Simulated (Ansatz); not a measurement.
A geometry of C away from equilibrium: step 3 of the relaxation of a relaxed C cell, doubled along one cell vector, shaken by Gaussian noise of σ = 0.08 Å a coordinate. Calculation: r2SCAN (plane waves to 500 eV, PAW, scalar-relativistic; Ansatz, a first-principles code). Γ-centred k-mesh 15×15×4 on the run's cell, Fermi–Dirac smearing 0.05 eV.

```yaml
crystal:
  lattice:
    - [2.51251, 0.01205, 0.00023]
    - [-1.24582, 2.15976, 0.01508]
    - [0.00076, 0.05844, 8.27658]
  atoms:
    - { symbol: C, position: [0.32572, 0.68052, 0.02763] }
    - { symbol: C, position: [0.31869, 0.68174, 0.52934] }
    - { symbol: C, position: [0.65645, 0.34427, 0.27883] }
    - { symbol: C, position: [0.65764, 0.35270, 0.77858] }
    - { symbol: C, position: [0.65210, 0.34702, 0.46665] }
    - { symbol: C, position: [0.65961, 0.34873, 0.96544] }
    - { symbol: C, position: [0.32324, 0.67796, 0.21745] }
    - { symbol: C, position: [0.32142, 0.68479, 0.71608] }
```

Problem. Which atoms carry the largest force, and which way does it point?

Solution. 0.67 eV/Å, on C7 (atoms numbered as listed); on C7 its components are (-0.01, 0.07, -0.67).

Problem. What is the pressure?

Solution. +2.4 GPa, compression positive.

No spin polarisation in the result.
